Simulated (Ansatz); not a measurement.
Field gradients at the nuclei of TiO₂

```yaml
crystal:
  lattice:
    - [4.59400, 0.00000, 0.00000]
    - [0.00000, 4.59400, 0.00000]
    - [0.00000, 0.00000, 2.95900]
  atoms:
    - { symbol: Ti, position: [0.00000, 0.00000, 0.00000] }
    - { symbol: Ti, position: [0.50000, 0.50000, 0.50000] }
    - { symbol: O, position: [0.30600, 0.30600, 0.00000] }
    - { symbol: O, position: [0.19400, 0.80600, 0.50000] }
    - { symbol: O, position: [0.69400, 0.69400, 0.00000] }
    - { symbol: O, position: [0.80600, 0.19400, 0.50000] }
```

Atom numbers follow the list: Ti1, Ti2, O3, O4, O5, O6.

Conventional cell: a = 4.594 Å, b = 4.594 Å, c = 2.959 Å, α = 90.00°, β = 90.00°, γ = 90.00°. Around Ti (atom 1) lie 6 O at 1.94 to 1.99 Å. O (atom 3) has 3 Ti at 1.94 to 1.99 Å as nearest neighbours.

The geometry is COD entry 9007432, unchecked; take it as a test cell.

All numbers are computed: DFT, LDA, all-electron PAW with datasets made for the crystal, scalar-relativistic (Ansatz 0.2.0); DFT, LDA, PAW with Ansatz's default frozen-core files, scalar-relativistic (Ansatz 0.2.0).

For the crystal-made all-electron datasets (AE datasets): a Γ-centred 7×7×10 k mesh, Fermi–Dirac smearing of 0.05 eV, cutoff 460 eV (chosen by the program for this cell), no spin polarisation. PAW takes a cutoff of 420 eV at this cell (files made with PBE, cores remade for this functional). The Ansatz runs share mesh, smearing and spin set-up.

Vzz is the principal value of largest size of the traceless field-gradient tensor, in 10²¹ V/m², and η = (Vxx − Vyy)/Vzz with |Vzz| ≥ |Vyy| ≥ |Vxx|.

```
site  site symmetry  Vzz (η), AE datasets      Vzz (η), PAW
 Ti1           m.mm      -2.40 (η = 0.60)  -2.46 (η = 0.58)
  O3           m.2m       2.01 (η = 0.75)   2.09 (η = 0.78)
```

The Cartesian tensor at Ti1 from AE datasets, in 10²¹ V/m²:

```
 1.20  0.72  0.00
 0.72  1.20  0.00
 0.00  0.00 -2.40
```

Q: Taking Q(O-17) = -0.0256 b, what quadrupole coupling constant follows at O3 from AE datasets?

A: Cq = eQVzz/h = 24.180 MHz × -0.0256 × (2.01) = -1.24 MHz.

Q: Taking Q(Ti-47) = 0.302 b, what quadrupole coupling constant follows at Ti1 from AE datasets?

A: Cq = eQVzz/h = 24.180 MHz × 0.302 × (-2.40) = -17.5 MHz.
